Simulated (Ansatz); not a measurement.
The end point of a relaxation of Sb. Space group R-3m (No. 166), AFLOW prototype A_hR2_166_c (A7, as in As). Level of theory: r2SCAN (plane waves to 500 eV, PAW, scalar-relativistic; Ansatz, a first-principles code).

```cif
data_Sb2
_chemical_formula_sum 'Sb2'
_space_group_name_H-M_alt 'P 1'
_space_group_IT_number 1
_cell_length_a 4.61222
_cell_length_b 4.61222
_cell_length_c 4.61222
_cell_angle_alpha 56.161
_cell_angle_beta 56.161
_cell_angle_gamma 56.161
loop_
_space_group_symop_operation_xyz
  'x, y, z'
loop_
_atom_site_label
_atom_site_type_symbol
_atom_site_fract_x
_atom_site_fract_y
_atom_site_fract_z
_atom_site_occupancy
Sb1 Sb 0.23139 0.23139 0.23139 1
Sb2 Sb 0.76861 0.76861 0.76861 1
```

```json
{
  "volume_per_atom": "31.61 Å³",
  "band_gap": "zero (metallic)",
  "shortest_distances": "Sb–Sb 2.92 Å",
  "k-mesh": "13×13×13"
}
```

No spin polarisation in the result.

The run could not lose the symmetry of its start; a randomly shaken copy of 2 atoms returns to this structure.
